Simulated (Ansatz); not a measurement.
The cell comes from COD entry 5000216, which wasn't checked; take it as a given geometry. The listed cell was then made from it by scaling, straining or moving an atom.

Cu: DFT, PBEsol, PAW with Ansatz's default frozen-core files, scalar-relativistic (Ansatz 0.2.0). What sets it apart from a plain run of this crystal: volume scaled by 0.94.

Command: `ansatz run input.yaml --threads 1 --pin off --max-ram 3072MiB --backend cpu --events-out ev --progress --plain --runs-dir out` The run took 2.1 s on 1 thread of Arm Neoverse V2, with other jobs on the host, peak memory 0.32 GiB.

```yaml
crystal:
  lattice:
    - [0.0, 1.7706018915, 1.7706018915]
    - [1.7706018915, 0.0, 1.7706018915]
    - [1.7706018915, 1.7706018915, 0.0]
  atoms:
    - { symbol: Cu, position: [0.0, 0.0, 0.0] }
kpoints:
  mp_grid: { grid: [17, 17, 17] }
scf:
  occupations: { method: fermi_dirac, width: 0.03 }
hamiltonian:
  xc: pbesol
  pseudopotentials: { kind: paw }
output:
  forces: true
  stress: true
  eigenvalues: true
  efg: { contact_densities: true }
```

Output (standing set-up lines are left out):

```
Crystal: 1 atoms, lattice volume = 11.102 Å³
Basis set: ecut = 420 eV, 229 PW (Γ), exchange–correlation on 36×36×36 points (8 copies of the dense FFT grid, shifted against one another)
Space group: Fm-3m (ITA 225), of the structure as read, at distance tolerance 2.2e-5 Å
SCF iter   1: F=—  HF=-6588.777379 eV  |F-HF|=—  |Δ(HF+E_count)|=         —  Δρ=2.14e-2  dr2=2.61e-2  ethr=1.77e-3  ⟨swp⟩=5.4  Hψ=11756  notcnv=0
preconditioner: auto → none  [insulator: Δε(μ)=0.143 eV  Ē_g=17.655 eV  σ=0.030 eV  W_gap=0.52  n_scr=0 (ndim 8)  ℏωp=37.0 eV  f_vac=0.000  D(μ)=0.21/eV (n_scr^D=0)  ε∞_Penn≈5.4]
SCF iter   2: F=—  HF=-6588.771172 eV  |F-HF|=—  |Δ(HF+E_count)|=   6.21e-3  Δρ=1.03e-3  dr2=5.14e-5  ethr=1.37e-4  ⟨swp⟩=2.8  Hψ=4953  notcnv=0  defer=54
SCF iter   3: F=—  HF=-6588.771143 eV  |F-HF|=—  |Δ(HF+E_count)|=   2.86e-5  Δρ=1.00e-3  dr2=4.44e-5  ethr=2.70e-7  ⟨swp⟩=2.0  Hψ=3852  notcnv=0  defer=54
SCF iter   4: F=—  HF=-6588.771167 eV  |F-HF|=—  |Δ(HF+E_count)|=   2.41e-5  Δρ=8.18e-5  dr2=2.86e-7  ethr=2.34e-7  ⟨swp⟩=1.0  Hψ=2256  notcnv=0  defer=54
iter 5 did not close the SCF: its close was put off for the readings that it lacked (scf_convergence_deferred on its scf_iter line)
SCF iter   5: F=-6588.771167 eV  HF=-6588.771167 eV  |F-HF|=2.30e-10  |Δ(HF+E_count)|=   3.14e-7  Δρ=3.41e-6  dr2=5.73e-10  ethr=1.50e-9  ⟨swp⟩=1.7  Hψ=2895  notcnv=0  defer=54
SCF iter   6: F=-6588.771167 eV  HF=-6588.771167 eV  |F-HF|=9.09e-13  |Δ(HF+E_count)|=  4.44e-10  Δρ=1.41e-7  dr2=5.01e-13  ethr=3.02e-12  ⟨swp⟩=2.5  Hψ=7295  notcnv=0
SCF 1 converged in 6 iterations: F = -6588.771167 eV  dr2 = 5.01e-13
  greatest PAW one-centre occupation: 1.000 electrons in one spin orbital (limit 2), on the Cu atom at site 0 (counted from 0), in its partial waves of l = 0
SCF converged after 6 iterations
Free energy (F): -6588.771167 eV
Harris-Foulkes:  -6588.771167 eV  (|F-HF|=9.09e-13)
Internal energy: -6588.770405 eV  (E = F + TS)
E sigma→0 (E₀):  -6588.770786 eV
Entropy (-TS):   -0.000763 eV (-0.763 meV/atom)
Fermi energy:    18.061010 eV
--- Per-component energies (eV) ---
  E_band       = -338.591539
  E_kinetic    = 300.900254
  E_local      = -3934.554561  (includes V_loc(G=0)·N_el)
  E_nonlocal   = 390.769938
  E_hartree    = 1734.141474
  E_xc         = -89.601865
  E_vxc        = -116.156469  (∫ρ·V_xc dr)
  E_paw        = -1625.482542  (= ΣΔE_a)
  E_vpaw       = -447.833836  (= ΣTr[D̂ρ^β])
  E_aug_tail   = 0.000188  (compensation charges beyond the density's cutoff)
  E_ewald      = -3365.149492
  E_core_change = 0.206202  (= ΣΔE_core)
  E_smearing   = -0.000763  (= −TS)
  E_closure    = -0.000000  (closes the sum)
  Σ components = -6588.771167   (vs F -6588.771167, Δ=0.00e0)
--- Forces (eV/Å), atoms counted from 1 ---
  atom   1  Cu    -0.00000000     0.00000000     0.00000000
  max |Σ_I F_I| component: 9.45e-32 eV/Å
--- Stress (GPa, compression-positive) ---
        3.145703      -0.000000       0.000000
       -0.000000       3.145703       0.000000
        0.000000      -0.000000       3.145703
  P = ⅓ Tr σ = 3.1457 GPa (31.457 kbar)
--- PAW observables at the nuclei: V_zz in 10²¹ V/m², potentials from the cell's mean, atoms counted from 1 ---
  atom   1  Cu V_zz =    +0.000000   η = 0.0000   by run symmetry: forbidden
            electrostatic potential = -3762.659137 V   contact ρ = 147258.356727 e/Å³
--- Band table (eV; the first three rows and the last of 165) ---
  k-point 0: bands = ["-94.4622", "-51.9076", "-51.9076", "-51.9076", "8.0235", "14.7480", "14.7480", "14.7480", "15.6761", "15.6761", "41.0409", "44.0049", "44.0049", "44.0049"]
  k-point 1: bands = ["-94.4615", "-51.9123", "-51.9083", "-51.9083", "8.1556", "14.7176", "14.7747", "14.7747", "15.6653", "15.6653", "40.3567", "42.4726", "43.5991", "43.5991"]
  k-point 2: bands = ["-94.4597", "-51.9258", "-51.9103", "-51.9103", "8.5465", "14.6358", "14.8425", "14.8425", "15.6446", "15.6446", "37.7469", "41.8103", "42.8757", "42.8757"]
  k-point 164: bands = ["-94.4374", "-52.0040", "-51.9956", "-51.9600", "13.4961", "14.0554", "14.2662", "15.6331", "16.4455", "23.3988", "24.8418", "26.9189", "27.5341", "46.1664"]
```
